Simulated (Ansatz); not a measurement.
Profile along the Br–Ag line in AgBr (rock salt)

AgBr (rock salt), conventional cell a = b = c = 5.6739 Å, α = β = γ = 90.00°. The calculation uses the primitive cell of 2 atoms, to which meshes and values per cell refer.

Fields along a shortest Br–Ag line of a {100} plane (2.84 Å), from Br to Ag, interpolated on the slice's grid (step about 0.2 Å). Computed with PBEsol (plane waves to 420 eV, PAW, scalar-relativistic; Ansatz, an electronic-structure program). k mesh 10×10×10. Inside the PAW spheres the values are not all-electron values, and peaks at nuclei hang on which shells count as valence. AgBr was relaxed with its symmetry unable to fall.

```
distance from Br (Å)  valence electron density (e/Å³)  electron localisation function
--------------------  -------------------------------  ------------------------------
0.00                                             0.07                               x
0.14                                             0.17                               x
0.28                                             0.47                               x
0.43                                             0.88                               x
0.57                                             1.15                            0.59
0.71                                             1.14                            0.83
0.85                                             0.90                            0.88
0.99                                             0.63                            0.84
1.14                                             0.42                            0.69
1.28                                             0.30                            0.42
1.42                                             0.24                            0.20
1.56                                             0.25                            0.13
1.70                                             0.36                            0.15
1.85                                             0.65                            0.25
1.99                                             1.46                            0.39
2.13                                             3.40                            0.50
2.27                                             6.71                            0.59
2.41                                            11.13                               x
2.56                                            15.85                               x
2.70                                            19.62                               x
2.84                                            21.10                               x
```

x: too close to a nucleus for the ELF to mean much.

Density on the Br–Ag line (2.84 Å) at its density minimum, 1.5 Å from Br: 0.24 e/Å³. ELF at that point: 0.1.
